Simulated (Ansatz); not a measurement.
Method: DFT PBE, scalar-relativistic, plane waves, PAW in Ansatz 0.2.0. Settings: cutoff 420 eV, Γ-centred meshes spaced at most about 0.3 Å⁻¹, and about 0.25 Å⁻¹ or finer for metals (2π included), Gaussian smearing. No spin polarisation in the final relaxations.

All energies are static (0 K, no zero-point motion).

Compare these two cells of SnBiO2, each relaxed at this level.

A.

```
Sn Bi O
1.0
     3.28093    0.00000    0.00000
     0.00000    5.88753    0.00000
     0.00000    0.00000    4.07306
Sn Bi O
1 1 2
Direct
  0.50000 0.50000 0.60550
  0.00000 0.00000 0.04852
  0.00000 0.73247 0.42301
  0.00000 0.26753 0.42301
```

B.

```
Sn Bi O
1.0
     3.91614    0.00000    0.00000
     0.00000    3.91614    0.00000
     0.00000    0.00000    5.54490
Sn Bi O
1 1 2
Direct
  0.50000 0.50000 0.50000
  0.00000 0.00000 0.00000
  0.00000 0.50000 0.24297
  0.50000 0.00000 0.75703
```

Problem. Which is lower in energy, and by how much?

Solution. A is lower, by 282 meV/atom. A has space group Pmm2 (No. 25), 19.7 Å³/atom and no gap on its mesh; B has Sn and Bi ordered on zinc blende sites, space group P-4m2 (No. 115), 21.3 Å³/atom and no gap. Counting O atoms around Bi and Sn (those within 1.25 times the shortest such distance or 1.15 times the sum of covalent radii; the shortest distance is added where it is long for a bond), A has Sn 4, Bi 2 and B has Sn 4 from 2.4 Å, Bi 4. In A, around Sn lie 4 O at 2.26 Å; Bi is surrounded by 2 O at 2.19 Å; around O lie 1 Bi at 2.19 Å and 2 Sn at 2.26 Å. In B, around Sn lie 4 O at 2.42 Å; Bi has 4 O at 2.38 Å; around O lie 2 Bi at 2.38 Å and 2 Sn at 2.42 Å. Both come from invented guesses.

Weakly bound directions are ill-defined at this level, which has no dispersion term (Pmm2), and this can change margins and order among such cells. These runs have no spin–orbit coupling, which can matter for Bi. In Pmm2, P-4m2 an odd number of electrons in the primitive cell allows no gap without spin; a larger cell or a magnetic state could open one. Cells relaxed within their symmetry can be saddle points.
